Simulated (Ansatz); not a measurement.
# Eu4Zn7Si8: frames of a relaxation, V_Zn, charge +0, atoms relaxed at the host's cell

Computed with the plane-wave PAW code Ansatz (scalar-relativistic, PAW set soft_2): PBEsol, collinear spin, 420 eV cutoff, k-mesh 4×4×2 shifted by half a step.

Positions in Å and forces in eV/Å; free energies count from the last frame.

```
19
Lattice="4.153 -4.153 0.000 -4.153 -4.153 0.000 0.000 0.000 -10.135" Properties=species:S:1:pos:R:3:forces:R:3 pbc="T T T" step=1 dE=0.168eV
Eu    0.000    0.000    0.000    0.000   -0.052   -0.136
Eu    2.077   -2.077   -5.067   -0.052    0.000    0.136
Eu    0.000   -4.153    0.000    0.000    0.052   -0.136
Eu   -2.077   -2.077   -5.067    0.052    0.000    0.136
Si   -2.077   -2.077   -8.965   -0.115    0.000   -0.169
Si    0.000   -4.153   -3.897    0.000    0.463    0.309
Si   -2.077   -6.230   -8.965    0.115    0.000   -0.169
Si   -4.153   -4.153   -3.897    0.000   -0.463    0.309
Si   -2.077   -2.077   -1.170    0.463    0.000   -0.309
Si    0.000   -4.153   -6.237    0.000   -0.115    0.169
Si   -2.077   -6.230   -1.170   -0.463    0.000   -0.309
Si   -4.153   -4.153   -6.237    0.000    0.115    0.169
Zn    2.077   -4.153   -7.601    0.000    0.000    0.000
Zn    0.000   -6.230   -2.534    0.000    0.000    0.000
Zn   -2.077   -4.153   -7.601    0.000    0.000    0.000
Zn    2.077   -4.153   -2.534    0.000    0.000    0.000
Zn    0.000   -2.077   -7.601    0.000    0.000    0.000
Zn   -2.077   -4.153   -2.534    0.000    0.000    0.000
Zn    0.000   -6.230   -7.601    0.000    0.000    0.000
```

```
19
Lattice="4.153 -4.153 0.000 -4.153 -4.153 0.000 0.000 0.000 -10.135" Properties=species:S:1:pos:R:3:forces:R:3 pbc="T T T" step=2 dE=0.019eV
Eu    0.000   -0.001   -0.054    0.000    0.029    0.074
Eu    2.075   -2.077   -5.013    0.029    0.000   -0.074
Eu    0.000   -4.152   -0.054    0.000   -0.029    0.074
Eu   -2.075   -2.077   -5.013   -0.029    0.000   -0.074
Si   -2.080   -2.077   -8.999   -0.085    0.000   -0.045
Si    0.000   -4.081   -3.849    0.000    0.129    0.114
Si   -2.073   -6.230   -8.999    0.085    0.000   -0.045
Si   -4.153   -4.226   -3.849    0.000   -0.129    0.114
Si   -2.004   -2.077   -1.218    0.129    0.000   -0.114
Si    0.000   -4.156   -6.203    0.000   -0.085    0.045
Si   -2.149   -6.230   -1.218   -0.129    0.000   -0.114
Si   -4.153   -4.150   -6.203    0.000    0.085    0.045
Zn    2.077   -4.153   -7.601    0.000    0.000    0.000
Zn    0.000   -6.230   -2.534    0.000    0.000    0.000
Zn   -2.077   -4.153   -7.601    0.000    0.000    0.000
Zn    2.077   -4.153   -2.534    0.000    0.000    0.000
Zn    0.000   -2.077   -7.601    0.000    0.000    0.000
Zn   -2.077   -4.153   -2.534    0.000    0.000    0.000
Zn    0.000   -6.230   -7.601    0.000    0.000    0.000
```

```
19
Lattice="4.153 -4.153 0.000 -4.153 -4.153 0.000 0.000 0.000 -10.135" Properties=species:S:1:pos:R:3:forces:R:3 pbc="T T T" step=4 dE=0.000eV
Eu    0.000    0.005   -0.037    0.000    0.022   -0.003
Eu    2.082   -2.077   -5.030    0.022    0.000    0.003
Eu    0.000   -4.158   -0.037    0.000   -0.022   -0.003
Eu   -2.082   -2.077   -5.030   -0.022    0.000    0.003
Si   -2.088   -2.077   -9.012   -0.002    0.000    0.006
Si    0.000   -4.043   -3.829    0.000   -0.005   -0.003
Si   -2.065   -6.230   -9.012    0.002    0.000    0.006
Si   -4.153   -4.264   -3.829    0.000    0.005   -0.003
Si   -1.966   -2.077   -1.239   -0.005    0.000    0.003
Si    0.000   -4.164   -6.190    0.000   -0.002   -0.006
Si   -2.187   -6.230   -1.239    0.005    0.000    0.003
Si   -4.153   -4.142   -6.190    0.000    0.002   -0.006
Zn    2.077   -4.153   -7.601    0.000    0.000    0.000
Zn    0.000   -6.230   -2.534    0.000    0.000    0.000
Zn   -2.077   -4.153   -7.601    0.000    0.000    0.000
Zn    2.077   -4.153   -2.534    0.000    0.000    0.000
Zn    0.000   -2.077   -7.601    0.000    0.000    0.000
Zn   -2.077   -4.153   -2.534    0.000    0.000    0.000
Zn    0.000   -6.230   -7.601    0.000    0.000    0.000
```

Caveats: 4f shell without a U, which puts 4f levels too near the Fermi level; open f or d shells may hold a state above the lowest.
